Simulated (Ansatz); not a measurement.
## Rocksalt alloy of LiH and LiF (20 of 32 H sites exchanged), 64 atoms

Ansatz, PAW, plane waves. PBEsol relaxation of volume and atoms (shape held) at the single k point (¼, ¼, ¼) without its symmetry partners; single points on the relaxed atoms at the single k point (¼, ¼, ¼) without its symmetry partners, onto which points of the small cell's zone fold. Arrangement: random. No spin–orbit coupling unless named.

Relaxed structure:

```cif
data_structure
_symmetry_space_group_name_H-M 'P 1'
_symmetry_Int_Tables_number 1
_cell_length_a 8.0196
_cell_length_b 8.0196
_cell_length_c 8.0196
_cell_angle_alpha 90.000
_cell_angle_beta 90.000
_cell_angle_gamma 90.000
_cell_volume 515.78
loop_
_atom_site_label
_atom_site_type_symbol
_atom_site_fract_x
_atom_site_fract_y
_atom_site_fract_z
_atom_site_occupancy
H1 H 0.24919 0.99890 0.99989 1
H2 H 0.25021 0.00012 0.49967 1
H3 H 0.25150 0.49986 0.49948 1
H4 H 0.75009 0.00010 0.49996 1
H5 H 0.74862 0.49951 0.49976 1
H6 H 0.50001 0.24903 0.50100 1
H7 H 0.00097 0.99824 0.25095 1
H8 H 0.00079 0.99953 0.74881 1
H9 H 0.49926 0.00058 0.74792 1
H10 H 0.50028 0.49884 0.74716 1
H11 H 0.24936 0.75213 0.25099 1
H12 H 0.75088 0.75100 0.25193 1
F1 F 0.25011 0.50004 0.99985 1
F2 F 0.75001 0.99975 0.99953 1
F3 F 0.74992 0.49985 0.99992 1
F4 F 0.99999 0.24965 0.00029 1
F5 F 0.99999 0.25036 0.49983 1
F6 F 0.99969 0.74927 0.99936 1
F7 F 0.00016 0.74895 0.50100 1
F8 F 0.49996 0.24962 0.99969 1
F9 F 0.50029 0.74980 0.99963 1
F10 F 0.49992 0.75038 0.49978 1
F11 F 0.00019 0.49972 0.25002 1
F12 F 0.99993 0.49961 0.74978 1
F13 F 0.50041 0.00014 0.24931 1
F14 F 0.50006 0.49998 0.24923 1
F15 F 0.25016 0.24999 0.24952 1
F16 F 0.24925 0.24993 0.75041 1
F17 F 0.25022 0.74948 0.74986 1
F18 F 0.75020 0.24974 0.24957 1
F19 F 0.75081 0.24949 0.75052 1
F20 F 0.74991 0.74999 0.74988 1
Li1 Li 0.99917 0.99847 0.00105 1
Li2 Li 0.00009 0.99829 0.49912 1
Li3 Li 0.99986 0.50020 0.00052 1
Li4 Li 0.99985 0.50056 0.49907 1
Li5 Li 0.50093 0.99905 0.00157 1
Li6 Li 0.50009 0.99814 0.49826 1
Li7 Li 0.50020 0.50033 0.00147 1
Li8 Li 0.50035 0.50158 0.49810 1
Li9 Li 0.24967 0.24994 0.99922 1
Li10 Li 0.24874 0.24908 0.50123 1
Li11 Li 0.24958 0.74960 0.99789 1
Li12 Li 0.24980 0.75048 0.50209 1
Li13 Li 0.75023 0.24931 0.99928 1
Li14 Li 0.75135 0.24923 0.50138 1
Li15 Li 0.75022 0.75021 0.99818 1
Li16 Li 0.75034 0.75026 0.50204 1
Li17 Li 0.25114 0.00128 0.25015 1
Li18 Li 0.25024 0.00056 0.74978 1
Li19 Li 0.25050 0.49802 0.24895 1
Li20 Li 0.24939 0.49897 0.75073 1
Li21 Li 0.74875 0.00148 0.24933 1
Li22 Li 0.74970 0.00060 0.75062 1
Li23 Li 0.74976 0.49801 0.24908 1
Li24 Li 0.75072 0.49886 0.75072 1
Li25 Li 0.00043 0.25037 0.25063 1
Li26 Li 0.00028 0.25015 0.74949 1
Li27 Li 0.00046 0.74884 0.25134 1
Li28 Li 0.00034 0.74896 0.74933 1
Li29 Li 0.49987 0.24972 0.25000 1
Li30 Li 0.49970 0.24944 0.74985 1
Li31 Li 0.49959 0.75024 0.25096 1
Li32 Li 0.49970 0.74998 0.74864 1
```

Q: What are the mean bond lengths by pair (pairs within 1.2 times the sum of covalent radii, less contacts 15 % beyond the pair's median; cation–cation pairs of compounds aside; long ionic contacts are cut short by that bound)?

A: F–Li 2.002 ± 0.007 Å (standard deviation, 120 bonds). No contact of H falls within that bound.

Q: What gap lies between the top filled and the lowest empty level in the single points?

A: HSE06 7.27 eV (8.2 s on NVIDIA GB300). Away from Γ this isn't the crystal's band gap.
